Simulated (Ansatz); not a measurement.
input.yaml (Ansatz)

```yaml
crystal:
  lattice:
    - [5.3628655172, 0.0, 0.0]
    - [0.0, 5.3628655172, 0.0]
    - [0.0, 0.0, 5.3628655172]
  atoms:
    - { symbol: Se, position: [0.0, 0.0, 1.0] }
    - { symbol: Se, position: [0.5, 0.5, 0.5] }
    - { symbol: Se, position: [0.25, 1.0, 0.5] }
    - { symbol: Se, position: [0.75, 0.0, 0.5] }
    - { symbol: Se, position: [0.5, 0.25, 1.0] }
    - { symbol: Se, position: [0.5, 0.75, 0.0] }
    - { symbol: Se, position: [1.0, 0.5, 0.25] }
    - { symbol: Se, position: [1.0, 0.5, 0.75] }
hamiltonian:
  xc: lda
  pseudopotentials:
    kind: paw
    azcp:
      Se: "pseudopotentials/Se.paw.azcp"
basis:
  ecutwfc: 420
  fft_grid_basis: typed
kpoints:
  mp_grid: { grid: [6, 6, 6], shift: [0, 0, 0] }
magnetization:
  spin_polarized: false
scf:
  occupations: { method: fermi_dirac, width: 0.1 }
```

Terminal output

```
Warning: the record states the generating functional pbe (its physics header spells it `PBE`), which answers neither for hamiltonian.xc's functional nor for the lda family's — results may be inconsistent (PPs are generated against a specific XC)
Engine: ansatz 0.2.0, x86_64-unknown-linux-gnu
Pseudopotentials: kind: paw
Pseudopotential: Se, paw, valence charge 16, recommended cutoff 420 eV (normal) 
Functional definition: SPW92
  exchange = slater_x
  correlation = pw_c
Crystal: 8 atoms, lattice volume = 154.238 Å³
Basis set: ecut = 420 eV, 2969 PW (Γ)
Bands: 72, of which v1, the nominal top of the filled ones, is band 64 counted from 1 (63 counted from 0)
Symmetry: 48 space group operations
Space group: Pm-3n (ITA 223), of the structure as read, at distance tolerance 5.4e-5 Å
k-points: 20 of 216
Non-local potential: Se, projectors of the file, l = 0: 2, l = 1: 2, l = 2: 3, l = 3: 1
PAW form: soft (Blöchl's): semilocal exchange-correlation on the pseudo side does not see the compensation charge
PAW frozen core: Se, regenerated for the run's functional, and the local potential with it (the file was generated under x = pbe(κ = 0.804, μ = 0.2195149727645171), c = pbe(β = 0.06672455060314922))
PAW one-centre angular grid: Se, 590 points (default); XC on 64 Gauss nodes
Initial density: superposition of atomic densities (neutral atoms: chi_scale 0, normalization atom), corrected by the library's trained network
Initial wavefunctions: pseudopotential atomic-orbital guess
Functional: x = slater, c = lda
SCF iter   1: F=—  HF=-43061.194240 eV  |F-HF|=—  |Δ(HF+E_count)|=         —  Δρ=4.95e-3  dr2=2.65e-2  ethr=1.77e-3  ⟨swp⟩=6.6  Hψ=10968  notcnv=0  defer=38
automatic band count: the SCF goes on with 80 bands, as 72 were too few: the levels above may hold too much charge
SCF iter   2: F=—  HF=-43061.185474 eV  |F-HF|=—  |Δ(HF+E_count)|=   8.77e-3  Δρ=2.78e-3  dr2=9.02e-3  ethr=2.07e-5  ⟨swp⟩=1.0  Hψ=1840  notcnv=0  defer=46
SCF iter   3: F=—  HF=-43061.183226 eV  |F-HF|=—  |Δ(HF+E_count)|=   2.25e-3  Δρ=5.05e-4  dr2=5.18e-4  ethr=7.04e-6  ⟨swp⟩=2.4  Hψ=1891  notcnv=0  defer=46
SCF iter   4: F=—  HF=-43061.183054 eV  |F-HF|=—  |Δ(HF+E_count)|=   1.72e-4  Δρ=1.27e-4  dr2=1.02e-5  ethr=4.05e-7  ⟨swp⟩=2.1  Hψ=2733  notcnv=0  defer=46
SCF iter   5: F=—  HF=-43061.183039 eV  |F-HF|=—  |Δ(HF+E_count)|=   1.43e-5  Δρ=5.06e-5  dr2=2.90e-6  ethr=7.96e-9  ⟨swp⟩=2.0  Hψ=2833  notcnv=0  defer=46
SCF iter   6: F=—  HF=-43061.183039 eV  |F-HF|=—  |Δ(HF+E_count)|=   7.41e-7  Δρ=1.02e-5  dr2=1.54e-7  ethr=2.27e-9  ⟨swp⟩=2.0  Hψ=2565  notcnv=0  defer=46
SCF iter   7: F=-43061.183039 eV  HF=-43061.183039 eV  |F-HF|=5.38e-9  |Δ(HF+E_count)|=   6.56e-9  Δρ=1.41e-6  dr2=5.29e-9  ethr=7.81e-11  ⟨swp⟩=3.0  Hψ=3369  notcnv=0
SCF 1 converged in 7 iterations: F = -43061.183039 eV  dr2 = 5.29e-9
SCF converged after 7 iterations
Free energy (F): -43061.183039 eV
Harris-Foulkes:  -43061.183039 eV  (|F-HF|=5.38e-9)
Internal energy: -43060.910822 eV  (E = F + TS)
E sigma→0 (E₀):  -43061.046931 eV
Entropy (-TS):   -0.272216 eV (-34.027 meV/atom)
Fermi energy:    11.713874 eV
--- Per-component energies (eV) ---
  E_band       = -2694.432227
  E_kinetic    = 946.088443
  E_local      = -16209.261486  (includes V_loc(G=0)·N_el)
  E_nonlocal   = -4699.083796
  E_hartree    = 8181.635151
  E_xc         = -827.576630
  E_vxc        = -786.141849  (∫ρ·V_xc dr)
  E_paw        = -14623.793627  (= ΣΔE_a)
  E_vpaw       = 1690.703806  (= ΣTr[D̂ρ^β])
  E_aug_tail   = -0.004880  (compensation charges beyond the density's cutoff)
  E_ewald      = -15846.652895
  E_core_change = 17.738898  (= ΣΔE_core)
  E_smearing   = -0.272216  (= −TS)
  E_closure    = 0.000000  (closes the sum)
  Σ components = -43061.183039   (vs F -43061.183039, Δ=0.00e0)
```
